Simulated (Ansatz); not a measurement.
Structure relaxation, PbSe

The start is a generated trial cell of PbSe in the cinnabar structure type. The structure is fully relaxed (lattice and positions, P = 0) with PBE (plane waves to 420 eV, PAW, scalar-relativistic; Ansatz, a program for electronic structure). The first steps use a coarse 6×6×2 k-mesh.

Starting cell:
```yaml
crystal:
  lattice:
    - [4.72980, 0.00000, 0.00000]
    - [-2.36490, 4.09613, 0.00000]
    - [0.00000, 0.00000, 10.83575]
  atoms:
    - { symbol: Pb, position: [0.71980, 0.00000, 0.66667] }
    - { symbol: Pb, position: [0.00000, 0.71980, 0.33333] }
    - { symbol: Pb, position: [0.28020, 0.28020, 0.00000] }
    - { symbol: Se, position: [0.48890, 0.00000, 0.16667] }
    - { symbol: Se, position: [0.00000, 0.48890, 0.83333] }
    - { symbol: Se, position: [0.51110, 0.51110, 0.50000] }
```

Task: What symmetry does the relaxed structure have?

Result: The space group goes from P3₂21 (No. 154) to Fm-3m (No. 225); the end is rock salt type, with 2 atoms in the primitive cell.

Task: How much energy is released per atom?

Result: 0.54 eV/atom.

Task: How do the shortest distances between atoms change?

Result: The closest pairs of elements (up to four, under 3.6 Å), start → end: Pb–Se 2.70 → 3.11 Å.

Task: What band gap does the relaxed structure have at this level?

Result: 0.44 eV, direct at L (no spin-orbit coupling).

Task: Give the final cell and atomic positions.

Result: 
Space group Fm-3m (No. 225); a = 6.217 Å, b = 6.217 Å, c = 6.217 Å, α = 90.00°, β = 90.00°, γ = 90.00°

```csv
atom,site,symmetry,x,y,z
Pb,4b,m-3m,0.5000,0.5000,0.5000
Se,4a,m-3m,0.0000,0.0000,0.0000
```
(The calculation used a cell of 2 atoms; values per cell refer to that cell.)

Final values are on a 9×9×9 k-mesh of the relaxed cell. No spin polarisation in the result. Spin-orbit coupling is missing; with elements this heavy it can move band edges by tenths of an eV or more.

The run could not lose the symmetry of its start; a randomly shaken copy of 4 atoms returns to this structure.
